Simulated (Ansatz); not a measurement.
## Pd (Fm-3m), two-dimensional strain map

Level of theory: Ansatz, DFT PBEsol, scalar-relativistic, plane waves, PAW. Settings: plane waves to 420 eV, k-mesh 20×20×20 (Γ-centred), Gaussian smearing 0.15 eV. No spin polarisation. Energies are free energies at this smearing, counted from the undisturbed cell; pressure is positive in compression.

The undisturbed cell (as given, not relaxed at this level; it stands at -2.2 GPa):

```yaml
crystal:
  lattice:
    - [0.00000, 1.94490, 1.94490]
    - [1.94490, 0.00000, 1.94490]
    - [1.94490, 1.94490, 0.00000]
  atoms:
    - { symbol: Pd, position: [0.00000, 0.00000, 0.00000] }
```

The cell is strained by p along both x and y and by q along z, fractional coordinates fixed. Points are written (p, q).

Energy above the undisturbed cell in meV/atom (a dash: not computed):

```csv
p \ q,-0.050,-0.025,0.000,0.025,0.050
-0.050,221.8,?,93.1,60.0,43.8
-0.025,85.7,41.1,15.7,6.8,11.6
0.000,19.6,?,0.0,11.3,?
0.025,7.8,13.4,31.2,59.5,?
0.050,38.4,63.2,97.6,140.3,189.8
```

(1) Fill in the withheld energies.

Results:

(1) (-0.050, -0.025): 145.9; (0.000, -0.025): 2.1; (0.000, 0.050): 33.8; (0.025, 0.050): 96.8.